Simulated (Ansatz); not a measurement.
MgS:
```cif
data_Mg4S4
_chemical_formula_sum 'Mg4 S4'
_space_group_name_H-M_alt 'P 1'
_space_group_IT_number 1
_cell_length_a 6.80399
_cell_length_b 6.80399
_cell_length_c 4.06581
_cell_angle_alpha 90.000
_cell_angle_beta 90.000
_cell_angle_gamma 90.000
loop_
_space_group_symop_operation_xyz
  'x, y, z'
loop_
_atom_site_label
_atom_site_type_symbol
_atom_site_fract_x
_atom_site_fract_y
_atom_site_fract_z
_atom_site_occupancy
Mg1 Mg 0.32636 0.67364 0.00000 1
Mg2 Mg 0.67364 0.32636 0.00000 1
Mg3 Mg 0.82636 0.82636 0.50000 1
Mg4 Mg 0.17364 0.17364 0.50000 1
S1 S 0.31155 0.31155 0.00000 1
S2 S 0.68845 0.68845 0.00000 1
S3 S 0.18845 0.81155 0.50000 1
S4 S 0.81155 0.18845 0.50000 1
```

Relaxed with PBEsol. The program Ansatz at the PBEsol level (PAW) gives a gap of 3.28 eV.

Q: What gap does HSE06 give on the same cell (Ansatz, PAW)?

A: 4.51 eV, 1.23 eV more. The hybrid was solved on a coarser mesh and at special points; the gap given is the minimum over both.

```json
[
 {"k": "Γ", "v1 PBEsol": "0.00", "c1 PBEsol": "3.28", "v1 HSE06": "-0.01", "c1 HSE06": "4.51"},
 {"k": "Z", "v1 PBEsol": "-0.88", "c1 PBEsol": "5.01", "v1 HSE06": "[?]", "c1 HSE06": "[?]"},
 {"k": "M", "v1 PBEsol": "-0.59", "c1 PBEsol": "4.82", "v1 HSE06": "[?]", "c1 HSE06": "[?]"},
 {"k": "A", "v1 PBEsol": "-0.53", "c1 PBEsol": "4.41", "v1 HSE06": "-0.57", "c1 HSE06": "5.63"},
 {"k": "R", "v1 PBEsol": "-0.44", "c1 PBEsol": "4.96", "v1 HSE06": "[?]", "c1 HSE06": "[?]"},
 {"k": "X", "v1 PBEsol": "-0.36", "c1 PBEsol": "4.75", "v1 HSE06": "[?]", "c1 HSE06": "[?]"}
]
```

Q: Top valence (v1) and lowest conduction level (c1) in eV from each method's valence maximum (which need not be a listed point): supply the withheld HSE06 values.

A: 
- Z, v1 HSE06: -0.91
- Z, c1 HSE06: 6.22
- X, v1 HSE06: -0.37
- X, c1 HSE06: 6.01
- R, v1 HSE06: -0.47
- R, c1 HSE06: 6.17
- M, v1 HSE06: -0.60
- M, c1 HSE06: 6.06

Cost on shared cores: the PBEsol run (SCF on a 4×4×7 mesh, then bands and DOS) around 100 core-seconds (rough), the HSE06 run (SCF on 3×3×4, then a few points) about 3 core-minutes (a rough figure); the tasks are unlike.

Space group P4_2/mnm. The start of the workflow was typed in or built on a structure type; neither database checked (COD, Materials Project) lists it. COD files the formula under space group No. 225. Whether it is the stable phase at ambient conditions was not checked. The cell was relaxed with PBEsol under the symmetry of its start; whether a distortion lowers the energy is not shown.

Potentials: the earlier of the program's two PAW sets. The files were generated under PBE; for other functionals the program regenerates the frozen cores, and for LDA and PBEsol the local potential too.
